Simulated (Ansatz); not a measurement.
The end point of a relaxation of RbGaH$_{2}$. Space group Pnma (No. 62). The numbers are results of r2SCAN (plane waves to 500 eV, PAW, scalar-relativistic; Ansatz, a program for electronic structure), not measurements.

```cif
data_H8Ga4Rb4
_chemical_formula_sum 'Rb4 Ga4 H8'
_space_group_name_H-M_alt 'P 1'
_space_group_IT_number 1
_cell_length_a 7.47528
_cell_length_b 4.48564
_cell_length_c 9.46214
_cell_angle_alpha 90.000
_cell_angle_beta 90.000
_cell_angle_gamma 90.000
loop_
_space_group_symop_operation_xyz
  'x, y, z'
loop_
_atom_site_label
_atom_site_type_symbol
_atom_site_fract_x
_atom_site_fract_y
_atom_site_fract_z
_atom_site_occupancy
Rb1 Rb 0.37648 0.75000 0.67466 1
Rb2 Rb 0.62352 0.25000 0.32534 1
Rb3 Rb 0.12352 0.25000 0.17466 1
Rb4 Rb 0.87648 0.75000 0.82534 1
Ga1 Ga 0.06290 0.25000 0.53413 1
Ga2 Ga 0.93710 0.75000 0.46587 1
Ga3 Ga 0.43710 0.75000 0.03413 1
Ga4 Ga 0.56290 0.25000 0.96587 1
H1 H 0.72467 0.75000 0.51799 1
H2 H 0.27533 0.25000 0.48201 1
H3 H 0.77533 0.25000 0.01799 1
H4 H 0.22467 0.75000 0.98201 1
H5 H 0.10065 0.25000 0.70562 1
H6 H 0.89935 0.75000 0.29438 1
H7 H 0.39935 0.75000 0.20562 1
H8 H 0.60065 0.25000 0.79438 1
```

```json
{
 "volume_per_atom": "19.83 Å³",
 "density": "3.29 g/cm³",
 "band_gap": "1.76 eV, indirect (valence top at Γ, conduction bottom at X) (no spin-orbit coupling)",
 "smallest_direct_gap": "1.87 eV at X",
 "shortest_distances": "Ga–H 1.65 Å; H–H 2.49 Å; Ga–Ga 2.52 Å; H–Rb 2.99 Å",
 "k-mesh": "4×6×3"
}
```

Band energies at high-symmetry points (eV from the VBM; labels of this space group; no spin-orbit coupling), from −5 eV up to 4.9 eV:

```csv
point,energies
Γ,-4.19 -3.90 -3.29 -2.94 -2.33 -1.85 -0.19 0.00 1.92 2.24 2.61 2.91 3.37 3.43 3.63 4.03 4.09 4.14 4.51 4.75
X,-4.08 -4.08 -3.10 -3.10 -1.89 -1.89 -0.12 -0.12 1.76 1.76 2.43 2.43 3.02 3.02 4.30 4.30
S,-3.52 -3.52 -3.52 -3.52 -2.41 -2.41 -2.41 -2.41 2.90 2.90 2.90 2.90 3.79 3.79 3.79 3.79 4.51 4.51 4.51 4.51
Y,-3.63 -3.63 -3.41 -3.41 -2.35 -2.35 -2.32 -2.32 2.01 2.01 2.28 2.28 4.15 4.15 4.62 4.62
Z,-4.14 -4.14 -3.13 -3.13 -2.01 -2.01 -0.10 -0.10 2.09 2.09 2.92 2.92 3.51 3.51 3.76 3.76 4.15 4.15 4.61 4.61
U,-4.02 -4.02 -3.17 -3.17 -1.93 -1.93 -0.12 -0.12 1.92 1.92 2.85 2.85 3.45 3.45 3.55 3.55 4.69 4.69
R,-3.54 -3.54 -3.54 -3.54 -2.40 -2.40 -2.40 -2.40 3.14 3.14 3.14 3.14 3.97 3.97 3.97 3.97 4.53 4.53 4.53 4.53
T,-3.55 -3.55 -3.54 -3.54 -2.50 -2.50 -2.16 -2.16 2.46 2.46 2.71 2.71 3.01 3.01 4.44 4.44
```

No spin polarisation in the result.

The run could not lose the symmetry of its start.
